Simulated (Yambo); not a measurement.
CsGeCl$_{3}$ (space group R3m, No. 160): the exchange self-energy on PBEsol orbitals (Yambo, 2×2×2 mesh) holds the Coulomb divergence, which is integrated with random points (RandQpts).

```json
[
 {"random points": "1,000", "exchange-only gap Z → Z (eV)": "8.53", "shift of the valence edge (eV)": "-2.66", "gap against the reference (meV)": "-3"},
 {"random points": "10,000", "exchange-only gap Z → Z (eV)": "8.48", "shift of the valence edge (eV)": "-2.60", "gap against the reference (meV)": "-59"},
 {"random points": "100,000", "exchange-only gap Z → Z (eV)": "8.55", "shift of the valence edge (eV)": "-2.72", "gap against the reference (meV)": "15"},
 {"random points": "1,000,000", "exchange-only gap Z → Z (eV)": "8.54", "shift of the valence edge (eV)": "-2.70", "gap against the reference (meV)": "6"},
 {"random points": "5,000,000", "exchange-only gap Z → Z (eV)": "8.54", "shift of the valence edge (eV)": "-2.70", "gap against the reference (meV)": "reference"}
]
```

From 100,000 points on, the gap stays within 20 meV of the run with most points. The error is statistical; each row is a single draw, so the rows fix no rate of convergence.

Spin-orbit coupling is not included.

Geometry of the Materials Project entry, not relaxed at this level; primitive cell a = b = c = 5.4619 Å, α = β = γ = 89.55°.

The structure is a Materials Project entry; no match was found in the copy of COD used, and its stability was not checked.

A shift is the quasiparticle energy of the state minus its PBEsol energy.
